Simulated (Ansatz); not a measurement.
Phonon dispersion of LaZr₄O₃

All numbers below come from DFT PBE, scalar-relativistic, plane waves, PAW (Ansatz 0.2.0). Plane waves to 420 eV; Γ-centred k mesh 12×12×4; Gaussian smearing of 0.10 eV. No spin polarisation. Phonons by linear response, acoustic sum rule imposed.

Relaxed structure:
```
CELL_PARAMETERS angstrom
3.32717 0.00000 0.00000
-1.66359 2.88142 0.00000
0.00000 0.00000 13.63333
ATOMIC_POSITIONS crystal
La 0.00000 0.00000 0.00000
Zr 0.33333 0.66667 0.59571
Zr 0.66667 0.33333 0.40429
Zr 0.33333 0.66667 0.21539
Zr 0.66667 0.33333 0.78461
O 0.00000 0.00000 0.50000
O 0.33333 0.66667 0.87842
O 0.66667 0.33333 0.12158
```

The structure comes from a proposed guess, relaxed at this level; another structure or a mixture of phases may lie lower. In a metal, frequencies and elastic constants depend on the k mesh and the smearing, soft modes and shear constants most. The q mesh is coarse, so values between its points are rough.

Force constants from linear response on a 3×3×1 q mesh.

**Question.** Is the structure dynamically stable on this mesh?

**Answer.** Yes, on this mesh: no mode is imaginary.

**Question.** Give the frequencies (cm⁻¹; i marks imaginary ones) at the irreducible q points, in fractions of the reciprocal vectors.

**Answer.**
```tsv
q	star	frequencies
0.000 0.000 0.000	1	0 0 0 49 49 80 80 87 87 117 117 124 140 189 209 345 345 356 356 372 372 376 386 394
0.000 0.333 0.000	6	93 108 116 118 123 128 139 143 147 155 165 168 176 182 183 308 331 332 341 345 352 373 374 384
0.333 0.333 0.000	2	105 127 132 135 135 151 151 163 163 168 168 195 202 202 217 324 324 326 339 354 354 364 379 379
```
